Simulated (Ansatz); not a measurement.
A: Ir (fcc, Cu type), a = b = c = 3.8708 Å, α = β = γ = 90.00°
B: GaAs (zinc blende), a = 5.746 Å, b = 5.746 Å, c = 5.746 Å, α = 90.00°, β = 90.00°, γ = 90.00°
C: FeNi$_{3}$ (Cu3Au type), a = 3.5443 Å, b = 3.5443 Å, c = 3.5443 Å, α = 90.00°, β = 90.00°, γ = 90.00°
D: InAs (zinc blende), a = 6.1867 Å, b = 6.1867 Å, c = 6.1867 Å, α = 90.00°, β = 90.00°, γ = 90.00°

Scan: energy over volume and axial ratio (atoms clamped). One method and one kind of scan serve all of them; meshes and ranges differ. All were relaxed with their symmetry unable to fall. At this level the bands of InAs touch or barely overlap; measurements give the solid a gap. Ir is run without spin polarisation. Relaxed FeNi3 ends ferromagnetic. Spin-orbit coupling is left out. Other magnetic orders were not checked, so this need not be the ground state. (This holds for the magnetic or f-shell members.)

**Question.** Order them by shear modulus C′ = (C11 − C12)/2 (fitted) (lowest first) at the level PBE (plane waves to 420 eV, PAW, scalar-relativistic; Ansatz, a first-principles code).

**Answer.** D (16 GPa), B (29 GPa), C (62 GPa), A (181 GPa)

(A scan under strain: stresses follow from slopes of the energy per volume, elastic moduli from its curvatures.)
